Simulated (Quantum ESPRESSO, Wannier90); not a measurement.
## Tight-binding from DFT: TaS2 (CdI2 type)

Cell from Materials Project (mp-1690), symmetrised, no further relaxation. COD (Crystallography Open Database) has the formula in 4 space groups, this one among them (matched by group alone). Level: PBEsol, no spin polarisation, no spin-orbit coupling; pw.x of Quantum ESPRESSO at 47 Ry with PseudoDojo potentials, 12×12×6 k-points, Wannier90. Density: 12×12×6 mesh, cold smearing 0.01 Ry. The cell is built of weakly bound layers, chains or molecules, whose nearest atoms lie 3.70 Å apart. Database cells relaxed without dispersion often hold them too far apart, which can enlarge gaps and weakens couplings between them; spacing and stacking were not compared with the measured crystal. Spin-orbit coupling is left out although heavy elements are present.

```
begin unit_cell_cart
ang
    3.3828601310    0.0000000000    0.0000000000
   -1.6914300655    2.9296428109    0.0000000000
    0.0000000000    0.0000000000    6.1679800000
end unit_cell_cart
mp_grid = 12 12 6
```

Question: Which shells of neighbouring k-points and which b-vectors and weights does Wannier90 pick for this cell and mesh?

Answer: 
```
 *---------------------------------- K-MESH ----------------------------------*
 +----------------------------------------------------------------------------+
 |                    Distance to Nearest-Neighbour Shells                    |
 |                    ------------------------------------                    |
 |          Shell             Distance (Ang^-1)          Multiplicity         |
 |          -----             -----------------          ------------         |
 |             1                   0.169780                      2            |
 |             2                   0.178724                      6            |
 |             3                   0.246511                     12            |
 |             4                   0.309560                      6            |
 |             5                   0.339559                      2            |
 |             6                   0.353061                     12            |
 |             7                   0.357449                      6            |
 |             8                   0.383723                     12            |
       ... (lines left out)
 +----------------------------------------------------------------------------+
 | The b-vectors are chosen automatically                                     |
 | The following shells are used:                       1,  2                 |
 +----------------------------------------------------------------------------+
 |                        Shell   # Nearest-Neighbours                        |
 |                        -----   --------------------                        |
 |                          1               2                                 |
 |                          2               6                                 |
 +----------------------------------------------------------------------------+
 | Completeness relation is fully satisfied [Eq. (B1), PRB 56, 12847 (1997)]  |
 +----------------------------------------------------------------------------+
 |                  b_k Vectors (Ang^-1) and Weights (Ang^2)                  |
 |                  ----------------------------------------                  |
 |            No.         b_k(x)      b_k(y)      b_k(z)        w_b           |
 |            ---        --------------------------------     --------        |
 |             1         0.000000    0.000000    0.169780    17.345974        |
 |             2         0.000000    0.000000   -0.169780    17.345974        |
 |             3         0.000000    0.178724    0.000000    10.435442        |
 |             4         0.154780    0.089362    0.000000    10.435442        |
 |             5         0.000000   -0.178724    0.000000    10.435442        |
 |             6         0.154780   -0.089362    0.000000    10.435442        |
 |             7        -0.154780   -0.089362    0.000000    10.435442        |
 |             8        -0.154780    0.089362    0.000000    10.435442        |
```
